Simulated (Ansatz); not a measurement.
Relaxed GaN (wurtzite):

```
GaN
1.0
    3.21838     0.00000     0.00000
   -1.60919     2.78720     0.00000
    0.00000     0.00000     5.24320
Ga N
2 2
Direct
  0.66667   0.33333   0.00096
  0.33333   0.66667   0.50096
  0.66667   0.33333   0.62424
  0.33333   0.66667   0.12424
```

In this cell atom 2 (Ga, nearest neighbour N at 1.967 Å; its periodic images, 3.2 Å or more away, move with it) is moved by s along Cartesian [110], unit vector (0.707, 0.707, 0.000); all other atoms and the cell stay fixed.

Computed with PBE (plane waves to 420 eV, PAW, scalar-relativistic; Ansatz, a first-principles code). k mesh 10×10×5 (Γ-centred), Fermi-Dirac smearing 0.05 eV. Energies are smeared free energies. GaN was relaxed with its symmetry unable to fall. The zero of ΔE is the undisplaced structure.

```
s (Å)   ΔE (meV/cell)
------  -------------
-0.200          290.9
-0.160          179.0
-0.120           97.0
-0.080       withheld
-0.040           10.0
0.000             0.0
0.040             9.4
0.080            36.6
0.120            80.1
0.160           138.7
0.200           211.4
```

Fit a polynomial form (powers 2, 3, 4) to the given rows and predict ΔE at s = -0.080.

Least squares on the 10 given rows: ΔE = (6076)·s² + (-4956)·s³ + (5071)·s⁴, in meV/cell with s in Å; root-mean-square residual 0.10 meV/cell. At -0.080 the fit gives 41.6 meV/cell; the calculation gives 41.6 meV/cell, the same to the digits shown. The quadratic term alone would give 38.9 meV/cell.

(For displaced atoms, the force is minus the slope of the energy, and its curvature is a force constant, which sets phonon frequencies.)
